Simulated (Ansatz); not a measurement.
SbPt (NiAs type, P6_3/mmc) at seven volumes, LDA (plane waves, PAW; program Ansatz), shape and atoms relaxed at each. One row is withheld.

```tsv
V (Å³/atom)	P (GPa)
18.394	?
19.001	10.63
19.607	4.92
20.214	0.01
20.820	-4.10
21.426	-7.49
22.033	-10.30
```

**Question.** Fit the shown pressures and predict the withheld one.

**Answer.** P = (3/2)B₀(x^(7/2) − x^(5/2))[1 + (3/4)(B′ − 4)(x − 1)] with x = (V₀/V)^(2/3). Least squares on the six rows gives V₀ = 20.215 Å³/atom, B₀ = 148 GPa, B′ = 4.89. At V = 18.394, x = 1.0650 and P = 17.61 GPa. The run itself gave 17.60 GPa.

The first step of the workflow began from a Materials Project structure, measured or hypothetical; the Crystallography Open Database files this formula in space group No. 194, but the cells were not matched. Its standing as an ambient phase is unchecked. The cell was relaxed with LDA under the symmetry of its start; of distortions, only those at the zone centre were tested. The run is not spin-polarised. Spin–orbit coupling is left out wherever it is not named.

Potentials: the later of the program's two PAW sets.
